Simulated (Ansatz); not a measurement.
Input:

PbS:
```yaml
crystal:
  lattice:
    - [0.00000, 3.27160, 3.27160]
    - [3.27160, 0.00000, 3.27160]
    - [3.27160, 3.27160, 0.00000]
  atoms:
    - { symbol: S, position: [0.25000, 0.25000, 0.25000] }
    - { symbol: Pb, position: [0.00000, 0.00000, 0.00000] }
```

This is the PBEsol-relaxed structure. Cartesian axes are those of the cell as given.

**Question.** All from plane-wave PAW PBEsol (Ansatz code), unless another level is named. Give the bulk modulus (Birch–Murnaghan fit).

**Answer.** 38.9 GPa.

**Question.** Give the piezoelectric stress constants (proper, relaxed ions, C/m²).

**Answer.** e14 = e25 = e36 = -0.37.

**Question.** What about the highest zone-centre frequency (without LO–TO term)?

**Answer.** 178 cm⁻¹.

**Question.** And the elastic constants (relaxed ions, GPa)?

**Answer.** C11 = 40.5, C12 = 38.1, C44 = -7.7.

Space group F-43m (zinc blende). The start of the workflow was typed in or built on a structure type; neither database checked (COD, Materials Project) lists it. It is not the phase usual at ambient conditions (space group No. 225). Symmetry was held in the PBEsol relaxation. At this level the phase is mechanically unstable. Scalar-relativistic: spin–orbit coupling is off unless named, which matters more the heavier the elements.

Potentials: the later of the program's two PAW sets.
